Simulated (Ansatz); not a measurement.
Ansatz input

```yaml
crystal:
  lattice:
    - [-1.3429065136, 1.6338583556, 1.197710024]
    - [1.6338583556, -1.3429065136, 1.197710024]
    - [2.7350326511, 2.7350326511, -0.6648311925]
  atoms:
    - { symbol: Mn, position: [0.0416646786, 0.9583353214, 0.0], spin: 3.0, spin_axis: [0, 0, 1] }
    - { symbol: Mn, position: [0.7083353214, 0.2916646786, 0.5], spin: -3.0, spin_axis: [0, 0, 1] }
hamiltonian:
  xc: lda
  pseudopotentials:
    kind: paw_fr
    azcp:
      Mn: "pseudopotentials/Mn.paw.azcp"
basis:
  ecutwfc: 420
  fft_grid_basis: typed
kpoints:
  mp_grid: { grid: [15, 15, 8], shift: [0, 0, 0] }
magnetization:
  noncollinear: true
  spin_orbit: true
scf:
  occupations: { method: fermi_dirac, width: 0.05 }
```

Output

```
Warning: the record states the generating functional pbe (its physics header spells it `PBE`), which answers neither for hamiltonian.xc's functional nor for the lda family's — results may be inconsistent (PPs are generated against a specific XC)
Engine: ansatz 0.2.0, x86_64-unknown-linux-gnu
Pseudopotentials: kind: paw_fr
Pseudopotential: Mn, paw_fr, valence charge 15, recommended cutoff 420 eV (normal) 
Functional definition: SPW92
  exchange = slater_x
  correlation = pw_c
Crystal: 2 atoms, lattice volume = 20.078 Å³
Basis set: ecut = 420 eV, 391 PW (Γ)
Bands: 38, of which v1, the nominal top of the filled ones, is band 30 counted from 1 (29 counted from 0)
Symmetry: 2 space group operations + 2 with time reversal
Magnetic group: BNS 15.87 (UNI 94), of the structure as read, at distance tolerance 2.7e-5 Å
k-points: 960 of 1800
Projection manifold: j_resolved (fully-relativistic pseudo-atomic orbitals)
Non-local potential: Mn, projectors of the file, l = 0: 3, l = 1: 4, l = 2: 6, l = 3: 2
PAW form: soft (Blöchl's): semilocal exchange-correlation on the pseudo side does not see the compensation charge
PAW frozen core: Mn, regenerated for the run's functional, and the local potential with it (the file was generated under x = pbe(κ = 0.804, μ = 0.2195149727645171), c = pbe(β = 0.06672455060314922))
PAW one-centre angular grid: Mn, 590 points (default); XC on 64 Gauss nodes
Initial density: superposition of atomic densities (chi_scale 0.1, normalization cell)
Starting moments: Σ|m| = 6 μB on 2 of 2 sites
Initial wavefunctions: pseudopotential atomic-orbital guess
Functional: x = slater, c = lda
SCF iter   1: F=—  HF=-7682.464870 eV  |F-HF|=—  |Δ(HF+E_count)|=         —  Δρ=2.90e-1  dr2=2.04e0  dr2_m=3.86e0  ethr=3.10e-3  |M|=4.24e-16 ∫|m|=3.32e0 μB  |m|>n=0.0e0 m-floor=0.0e0 τ_xc=8.7e-32  β_m=0.30  ⟨swp⟩=7.8  Hψ=180512  notcnv=0  defer=18
SCF iter   2: F=—  HF=-7682.346294 eV  |F-HF|=—  |Δ(HF+E_count)|=   1.19e-1  Δρ=2.18e-1  dr2=4.58e-1  dr2_m=2.19e0  ethr=3.10e-3  |M|=8.09e-16 ∫|m|=3.17e0 μB  |m|>n=0.0e0 m-floor=0.0e0 τ_xc=1.1e-20  β_m=0.30  ⟨swp⟩=3.2  Hψ=68276  notcnv=0  defer=1308
SCF iter   3: F=—  HF=-7682.399685 eV  |F-HF|=—  |Δ(HF+E_count)|=   5.34e-2  Δρ=1.67e-1  dr2=1.00e-2  dr2_m=1.28e0  ethr=1.53e-3  |M|=9.17e-16 ∫|m|=3.04e0 μB  |m|>n=0.0e0 m-floor=0.0e0 τ_xc=1.9e-20  β_m=0.30  ⟨swp⟩=2.9  Hψ=57814  notcnv=0  defer=1308
SCF iter   4: F=—  HF=-7682.532208 eV  |F-HF|=—  |Δ(HF+E_count)|=   1.33e-1  Δρ=1.46e-1  dr2=1.35e-3  dr2_m=9.78e-1  ethr=3.35e-5  |M|=9.50e-16 ∫|m|=2.81e0 μB  |m|>n=0.0e0 m-floor=0.0e0 τ_xc=2.4e-20  β_m=0.30  ⟨swp⟩=3.1  Hψ=81232  notcnv=0  defer=1220
SCF iter   5: F=—  HF=-7682.626378 eV  |F-HF|=—  |Δ(HF+E_count)|=   9.42e-2  Δρ=1.24e-1  dr2=9.88e-5  dr2_m=7.10e-1  ethr=4.49e-6  |M|=7.20e-16 ∫|m|=2.63e0 μB  |m|>n=0.0e0 m-floor=0.0e0 τ_xc=2.6e-20  β_m=0.30  ⟨swp⟩=2.5  Hψ=72302  notcnv=0  defer=1220
SCF iter   6: F=—  HF=-7682.694339 eV  |F-HF|=—  |Δ(HF+E_count)|=   6.80e-2  Δρ=1.08e-1  dr2=7.74e-5  dr2_m=5.34e-1  ethr=3.29e-7  |M|=6.16e-16 ∫|m|=2.46e0 μB  |m|>n=0.0e0 m-floor=0.0e0 τ_xc=2.7e-20  β_m=0.30  ⟨swp⟩=3.0  Hψ=82788  notcnv=0  defer=1220
SCF iter   7: F=—  HF=-7682.744713 eV  |F-HF|=—  |Δ(HF+E_count)|=   5.04e-2  Δρ=9.46e-2  dr2=3.36e-5  dr2_m=4.12e-1  ethr=2.58e-7  |M|=6.99e-16 ∫|m|=2.30e0 μB  |m|>n=0.0e0 m-floor=0.0e0 τ_xc=2.7e-20  β_m=0.30  ⟨swp⟩=3.0  Hψ=83446  notcnv=0  defer=1220
...
SCF iter  18: F=—  HF=-7682.975803 eV  |F-HF|=—  |Δ(HF+E_count)|=   9.67e-8  Δρ=4.76e-5  dr2=2.38e-7  dr2_m=1.03e-7  ethr=1.09e-8  |M|=5.46e-19 ∫|m|=2.27e-3 μB  |m|>n=0.0e0 m-floor=0.0e0 τ_xc=9.3e-25  β_m=0.88  ⟨swp⟩=2.0  Hψ=48610  notcnv=0  defer=1228
SCF iter  19: F=—  HF=-7682.975803 eV  |F-HF|=—  |Δ(HF+E_count)|=   9.93e-8  Δρ=2.44e-6  dr2=2.48e-10  dr2_m=4.13e-10  ethr=3.33e-10  |M|=2.33e-20 ∫|m|=8.79e-5 μB  |m|>n=0.0e0 m-floor=0.0e0 τ_xc=2.1e-26  β_m=0.89  ⟨swp⟩=7.4  Hψ=134408  notcnv=0
SCF iter  20: F=—  HF=-7682.975803 eV  |F-HF|=—  |Δ(HF+E_count)|=  8.46e-11  Δρ=1.05e-6  dr2=8.60e-11  dr2_m=1.13e-10  ethr=1.00e-12  |M|=1.86e-20 ∫|m|=6.48e-5 μB  |m|>n=0.0e0 m-floor=0.0e0 τ_xc=9.0e-27  β_m=0.94  ⟨swp⟩=3.0  Hψ=98829  notcnv=0
SCF iter  21: F=—  HF=-7682.975803 eV  |F-HF|=—  |Δ(HF+E_count)|=  3.09e-11  Δρ=8.08e-7  dr2=1.35e-12  dr2_m=6.23e-11  ethr=1.00e-12  |M|=1.29e-20 ∫|m|=4.98e-5 μB  |m|>n=0.0e0 m-floor=0.0e0 τ_xc=4.8e-27  β_m=0.97  ⟨swp⟩=2.2  Hψ=70118  notcnv=0
SCF iter  22: F=-7682.975803 eV  HF=-7682.975803 eV  |F-HF|=1.36e-11  |Δ(HF+E_count)|=  7.00e-11  Δρ=3.64e-7  dr2=1.15e-11  dr2_m=3.73e-12  ethr=1.00e-12  |M|=2.85e-21 ∫|m|=1.21e-5 μB  |m|>n=0.0e0 m-floor=0.0e0 τ_xc=1.8e-28  ⟨swp⟩=2.3  Hψ=70191  notcnv=0
WARN: the starting moments were not kept: the SCF closed with an absolute magnetisation of 1.2e-5 μB, where they sum to 6 μB in size (2 sites). That is at most 0.1 of that sum. Measured as dr2_m measures the in/out step, that magnetisation stands 1.0e-10 eV from none, at or under the dr2_threshold of 1.0e-7 eV: it is no larger than a step whose dr2_m would equal this threshold. The system may hold no moment; this SCF shows only that its start led to no more than that. To try another start: raise the starting moments (crystal.atoms[].spin, magnetization.per_species, magnetization.initial_magnetization, or on a non-collinear deck that types none of these the spinor_matrix: blocks that start its atoms; where the total moment is fixed, keep their sum and leave initial_magnetization as it is; typed ones take the place of any that the run laid by itself, positive ones on a crystal's lanthanoids without a Hubbard term where scf.initial_density.shell_occupations: [] is typed) or, if the notice of its spin-set hold's release reads "site moments contracting" or "site moments show no strong build", lengthen the hold (scf.mixing.spin_hold: { on: { confirm: 4 } }; for m-r²SCAN on two components see the key's manual first). Each may lead to a state that holds a moment. A second SCF, from the converged charge density, with the starting moments and any scf.initial_density.shell_occupations laid on it anew, would have followed, and was not run: the deck does not ask for one (magnetization.retry_lost_moments is false, the default). To let it run, set magnetization.retry_lost_moments: true and run the deck again, where that key's refused combinations let it; where memory then withholds it, that run's warning says so.
SCF 1 converged in 22 iterations: F = -7682.975803 eV  dr2 = 1.15e-11
SCF converged after 22 iterations
Magnetization: |M| = 0.0000 μB,  M = (-0.0000, -0.0000, -0.0000) μB
Absolute magnetization: 0.0000 μB (∫|m|, with the PAW one-centre terms)
  site 0: m = (-0.0000, -0.0000, -0.0000) μB, |m| = 0.0000 μB  (R = 1.00 Å)
  site 1: m = (+0.0000, +0.0000, +0.0000) μB, |m| = 0.0000 μB  (R = 1.00 Å)
Free energy (F): -7682.975803 eV
Harris-Foulkes:  -7682.975803 eV  (|F-HF|=1.36e-11)
Internal energy: -7682.954262 eV  (E = F + TS)
E sigma→0 (E₀):  -7682.965032 eV
Entropy (-TS):   -0.021540 eV (-10.770 meV/atom)
Fermi energy:    21.460710 eV
--- Per-component energies (eV) ---
  E_band       = -271.723861
  E_kinetic    = 622.607018
  E_local      = -2989.048835  (includes V_loc(G=0)·N_el)
  E_nonlocal   = 481.122276
  E_hartree    = 1249.194941
  E_xc         = -232.506919
  E_vxc        = -299.348666  (∫ρ·V_xc dr)
  E_paw        = -2477.505032  (= ΣΔE_a)
  E_vpaw       = -585.445320  (= ΣTr[D̂ρ^β])
  E_aug_tail   = -0.000020  (compensation charges beyond the density's cutoff)
  E_ewald      = -4337.588761
  E_core_change = 0.771069  (= ΣΔE_core)
  E_smearing   = -0.021540  (= −TS)
  E_closure    = 0.000000  (closes the sum)
  Σ components = -7682.975803   (vs F -7682.975803, Δ=0.00e0)
```

Command:

```sh
ansatz run input.yaml --threads 2 --pin off --max-ram 5120MiB --backend cpu --events-out ev --progress --plain --runs-dir out
```

On 2 threads of Intel(R) Xeon(R) Platinum 8375C CPU @ 2.90GHz (Ice Lake) (shared host) this took about 250 s of wall time and 490 s of CPU time.
